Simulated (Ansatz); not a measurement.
# Structures of Li3W: which is lowest?

Plane-wave DFT in Ansatz with scalar-relativistic PAW potentials, cutoff 420 eV, Γ-centred meshes chosen by cell and gap, Gaussian smearing with energies taken to zero width. Every cell was relaxed (cell and atoms) in a run of its own, within the symmetry of its start. Functional: PBE.

Relaxed structures (starts from databases or built by putting these elements on another compound's sites):
A. Pm-3m, 4 atoms in the computed cell, a = 3.889 Å; sites (symmetry × multiplicity) Li 4/mm.m × 3, W m-3m × 1; start: built
B. P6_3/mmc, 8 atoms in the computed cell, a = 5.538 Å, c = 4.328 Å; sites (symmetry × multiplicity) Li mm2 × 6, W -6m2 × 2; start: built

Q: Rank them by energy. Could pressure change the order?

A:
| structure | group | E − E(lowest) (meV/atom) | V (Å³/atom) | gap on mesh (eV) |
| --- | --- | --- | --- | --- |
| B | P6_3/mmc | 0.0 | 14.37 | 0.00 |
| A | Pm-3m | 38 | 14.71 | 0.00 |

B is lowest, 38 meV/atom under A. The lowest is also the densest of these, so pressure wouldn't bring one of the others in at first order. Other structures may lie lower than all of these, and vibrations aren't counted.

Spin-orbit coupling is left out, which matters for the bands of heavy elements.